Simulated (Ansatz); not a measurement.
Sensitivity of the gradients in Mg2MnCr3S8 to the input

Cell: a computed structure from the Materials Project (it need not be an observed phase).

Space group R-3m:H (No. 166); a = 7.2520, c = 17.7028 Å, γ = 120.00°.

```csv
site,Wyckoff,site symmetry,x,y,z
Mg,6c,3m,0.0000,0.0000,0.8757
Mn,3b,-3m,0.0000,0.0000,0.5000
Cr,9e,.2/m,0.1667,0.3333,0.3333
S7,6c,3m,0.0000,0.0000,0.7365
S8,18h,.m,0.8495,0.6991,0.4106
```

One atom of each set is listed; the run and its k-mesh use a cell of 14 atoms with edges of 7.24, 7.24, 7.24 Å.

Reference run. The numbers come from a DFT calculation in Ansatz (PBE, plane waves and PAW, scalar-relativistic, collinear spin, 420 eV cutoff, Γ-centred 6×6×6 k-points, Fermi–Dirac smearing 0.05 eV). Start moments as typed (μB): 4 on each Mn, 3 on each Cr, none on the rest.

Problem. The input is changed as follows: `kpoints.mp_grid.grid`: [6, 6, 6] → [4, 4, 4]; `scf.occupations.method`: fermi_dirac → methfessel_paxton; `scf.occupations.width`: 0.05 → 0.001; `basis.ecutwfc`: not typed → 350 eV. What happens to V_zz (10²¹ V/m²) and η?

Solution. 

| site | V_zz reference | η reference | V_zz changed | η changed |
| --- | --- | --- | --- | --- |
| Mg | -0.083 | 0.00 | -0.082 | 0.00 |
| Mn | -0.94 | 0.00 | -0.99 | 0.00 |
| Cr | -1.05 | 0.60 | -1.07 | 0.61 |
| S7 | -0.50 | 0.00 | -0.50 | 0.00 |
| S8 | -0.61 | 0.38 | -0.65 | 0.42 |

The largest change of V_zz is on Mn, from -0.94 to -0.99. SCF iterations: 24 and 23. New warnings: cutoff below recommended. In the changed run the cutoff of 350 eV lies below the one recommended for these PAW files and the k-mesh is coarser than the standard one, yet the gradients stay close to the reference.

On the reference run: The program didn't check the stability of this electronic state in full, so a lower one may lie near. The run finds no gap above 0.1 eV (a metal, or nearly one), so the gradients can move by 10 % or more with the k-mesh. Semilocal functionals can leave a metal where correlation in the d or f shell opens a gap in the real compound, and that would change the values at and beside Cr and Mn. All moments are parallel here, as the start or the cell imposes; many such compounds order antiparallel, where fields and spin densities carried over to other atoms largely cancel. The magnetic order is the one that the run reached from its start moments, not necessarily the measured one.
